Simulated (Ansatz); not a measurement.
An elastic tensor (GPa, Voigt order, standard axes) from PBEsol (plane waves, PAW; program Ansatz):

```csv
,1,2,3,4,5,6
1,629,111,111,0.0,0.0,0.0
2,111,629,111,0.0,0.0,0.0
3,111,111,629,0.0,0.0,0.0
4,0.0,0.0,0.0,123,0.0,0.0
5,0.0,0.0,0.0,0.0,123,0.0
6,0.0,0.0,0.0,0.0,0.0,123
```

### Question
Which compound is it?
A. Al, fcc (Cu type)
B. HfN, rock salt
C. Mg2Si, fluorite or antifluorite type
D. C, diamond

### Answer
B, HfN, rock salt

Space group Fm-3m (rock salt). The cell was relaxed with PBEsol under the symmetry of its start. No spin polarisation was allowed. As this level gives no gap, shear constants depend on the k-mesh and smearing (Fermi–Dirac, 0.1 eV here). Spin–orbit coupling is left out wherever it is not named.

Potentials: the later of the program's two PAW sets.
